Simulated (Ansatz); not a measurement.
In:
```
In
1.0
   -1.61043     1.61043     2.52590
    1.61043    -1.61043     2.52590
    1.61043     1.61043    -2.52590
In
1
Cartesian
  0.00000   0.00000   0.00000
```

Relaxed with r²SCAN. Special points in fractions of this cell's reciprocal vectors: Γ (0.000, 0.000, 0.000); X (0.000, 0.000, 0.500); P (0.250, 0.250, 0.250); N (0.000, 0.500, 0.000); M (0.500, 0.500, -0.500); S (0.352, 0.648, -0.352); S0 (-0.352, 0.352, 0.352); R (-0.203, 0.203, 0.500); G (0.500, 0.500, -0.203).

Question: List the band energies nearest the Fermi level at these points for plane-wave PAW r²SCAN with spin–orbit coupling (Ansatz code).

Answer: In eV from the Fermi level; about four levels below and three above (degenerate sets whole), none deeper than 8.9 eV; points with the same levels are listed once.

| k | below | above |
|---|---|---|
| Γ | – | 10.69 10.69 11.53 11.53 |
| X | -1.95 -1.95 -1.23 -1.23 | 3.52 3.52 4.35 4.35 |
| P | -0.84 -0.84 -0.19 -0.19 | 0.11 0.11 2.18 2.18 |
| N | -4.32 -4.32 -3.45 -3.45 | 7.59 7.59 10.15 10.15 |
| M | -3.20 -3.20 -2.94 -2.94 | 5.21 5.21 5.60 5.60 |
| S | -1.25 -1.25 -0.61 -0.61 | 7.06 7.06 9.98 9.98 |
| R | -1.48 -1.48 -0.33 -0.33 | 0.36 0.36 1.58 1.58 |

Space group I4/mmm (body-centred tetragonal). Symmetry was held in the r²SCAN relaxation.

Potentials: the later of the program's two PAW sets.
